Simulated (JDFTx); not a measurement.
| Property | Value |
|---|---|
| surface | Nb(100) |
| bulk | Nb, Im-3m, lattice of mp-75 (not re-optimised) |
| slab | 6 atoms in 6 planes, 1x1, 8.0 Å between the outermost planes |
| in-plane cell | 3.318 × 3.318 Å, 11.01 Å² |
| cell height | 24.3 Å |
| sampling | 6×6×1 k mesh, Fermi smearing 0.01 Ha, no spin polarisation |

Profiles through the double layer of this slab, charged, in CANDLE, water, 1 M NaCl; PBE, GBRV ultrasoft potentials, plane waves to 20/100 Ha, a modified build of JDFTx. z is the height above the outermost atoms, φ the plane-averaged electrostatic potential energy of an electron (zero in the bulk liquid), ρ_b the bound charge of solvent and ions, s the cavity shape function (0 in the solid, 1 in the liquid).

```tsv
z (Å)	n (e/Å³)	s	φ (eV)	ρ_b (10⁻³ e/Å³)
0.88	0.1661	0.00	-1.515	0.00
1.35	0.0444	0.00	-1.496	-0.41
1.81	0.0152	0.00	-0.533	-5.04
2.27	0.0052	0.03	-0.099	-3.88
2.74	0.0017	0.21	-0.041	0.60
3.20	0.0006	0.49	-0.028	0.45
3.66	0.0002	0.77	-0.022	0.17
4.12	0.0001	0.96	-0.019	0.06
4.59	0.0000	1.00	-0.016	0.02
5.05	0.0000	1.00	-0.014	0.00
5.51	0.0000	1.00	-0.012	0.00
5.98	0.0000	1.00	-0.010	0.00
6.44	0.0000	1.00	-0.009	0.00
6.90	0.0000	1.00	-0.007	0.00
7.36	0.0000	1.00	-0.006	0.00
7.83	0.0000	1.00	-0.005	0.00
```

Is the electrode positively or negatively charged, and roughly by how much?

Positively: σ = 6.0 μC/cm² per face. The liquid's bound charge is of the opposite sign overall, and far from the surface φ decays with the screening length (3.0 Å).
